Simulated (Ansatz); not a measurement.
Cell and atoms are relaxed with the symmetry kept. Start:

```yaml
crystal:
  lattice:
    - [4.15210, 0.00000, 0.00000]
    - [-2.07605, 3.59582, 0.00000]
    - [0.00000, 0.00000, 5.67190]
  atoms:
    - { symbol: Te, position: [0.33333, 0.66667, 0.25000] }
    - { symbol: Te, position: [0.66667, 0.33333, 0.75000] }
    - { symbol: Pd, position: [0.00000, 0.00000, 0.00000] }
    - { symbol: Pd, position: [0.00000, 0.00000, 0.50000] }
```

All numbers below come from Ansatz, DFT PBEsol, scalar-relativistic, plane waves, PAW.

Plane waves to 420 eV, a k mesh through Γ of 12×12×8 on the computed 4-atom cell and Gaussian smearing (0.10 eV); no spin polarisation.

What does it relax to?

The volume falls by 0.15 Å³/atom to 21.02 Å³/atom, and the energy falls by 0.8 meV/atom. Final structure:
```cif
data_structure
_symmetry_space_group_name_H-M 'P6_3/mmc'
_symmetry_Int_Tables_number 194
_cell_length_a 4.1570
_cell_length_b 4.1570
_cell_length_c 5.6180
_cell_angle_alpha 90.000
_cell_angle_beta 90.000
_cell_angle_gamma 120.000
_cell_volume 84.07
loop_
_atom_site_label
_atom_site_type_symbol
_atom_site_symmetry_multiplicity
_atom_site_Wyckoff_symbol
_atom_site_fract_x
_atom_site_fract_y
_atom_site_fract_z
_atom_site_occupancy
Te1 Te 2 c 0.33333 0.66667 0.25000 1
Pd1 Pd 2 a 0.00000 0.00000 0.00000 1
```